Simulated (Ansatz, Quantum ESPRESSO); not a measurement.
# NbTe: the Hubbard U on Nb d in 2 programs

```cif
data_structure
_symmetry_space_group_name_H-M 'P 1'
_symmetry_Int_Tables_number 1
_cell_length_a 3.7030
_cell_length_b 3.7030
_cell_length_c 3.6942
_cell_angle_alpha 90.000
_cell_angle_beta 90.000
_cell_angle_gamma 120.000
_cell_volume 43.87
loop_
_atom_site_label
_atom_site_type_symbol
_atom_site_fract_x
_atom_site_fract_y
_atom_site_fract_z
_atom_site_occupancy
Te1 Te 0.66667 0.33333 0.00000 1
Nb1 Nb 0.00000 0.00000 0.50000 1
```

The cell comes from a database or a generator and needn't be the stable form of this composition.

Kept alike: task projected density of states; functional PBEsol; k mesh 8 × 8 × 7; occupations fermi-dirac, width 0.05 eV; no spin polarisation. The mesh is that of the run's cell of 2 atoms. No spin-orbit coupling.

- A: Ansatz, Ansatz PAW, made for PBE, cutoff 420 eV
- B: Quantum ESPRESSO, GBRV 1.5 PBEsol, cutoff 612 eV

| Hubbard U on Nb d (eV) | A: pressure (GPa) | B: pressure (GPa) |
| --- | --- | --- |
| 0 | -5.25 | -4.74 |
| 1 | -5.08 | -5.86 |
| 2 | -4.90 | -7.03 |
| 3 | -4.70 | -8.23 |
| 4 | -4.43 | -9.47 |
| 5 | -3.97 | -10.73 |
| 6 | -1.02 | -11.98 |
| 8 | 8.45 | -14.06 |

U acts on projectors that differ between programs, so one value of U isn't one strength. Pressure is positive in compression; plane-wave values hold the error of the finite cutoff, which Ansatz corrects. Values on potentials made for another functional: all of A. For a metal such a mesh leaves the last digits unconverged.

Question: How large is the effect of the Hubbard U on Nb d, and do the programs agree on it?

Answer: From 0 to 8 eV the pressure moves by +13.70 in A, -9.32 in B (GPa). Row by row the programs differ by 0.51 to 22.51, and they don't agree on the direction.
